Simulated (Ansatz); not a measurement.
Data:

Al$_{2}$O$_{3}$:
```
Al2O3
1.0
    2.38692     1.37809     4.33811
   -2.38692     1.37809     4.33811
    0.00000    -2.75617     4.33811
Al O
4 6
Direct
  0.35207   0.35207   0.35207
  0.14793   0.14793   0.14793
  0.64793   0.64793   0.64793
  0.85207   0.85207   0.85207
  0.55586   0.94414   0.25000
  0.25000   0.55586   0.94414
  0.94414   0.25000   0.55586
  0.44414   0.05586   0.75000
  0.75000   0.44414   0.05586
  0.05586   0.75000   0.44414
```

This is the PBEsol-relaxed structure. x, y and z are the axes in which the lattice vectors are written.

Q: All from PBEsol (plane waves, PAW; program Ansatz), unless another level is named. Estimate the Hill bulk and shear moduli.

A: 242 and 153 GPa.

Q: Predict the elastic constants (relaxed ions, GPa).

A: C11 = 466, C12 = 156, C13 = 117, C14 = 18.5, C33 = 466, C44 = 141.

Space group R-3c (corundum). Symmetry was held in the PBEsol relaxation.

Potentials: the later of the program's two PAW sets.
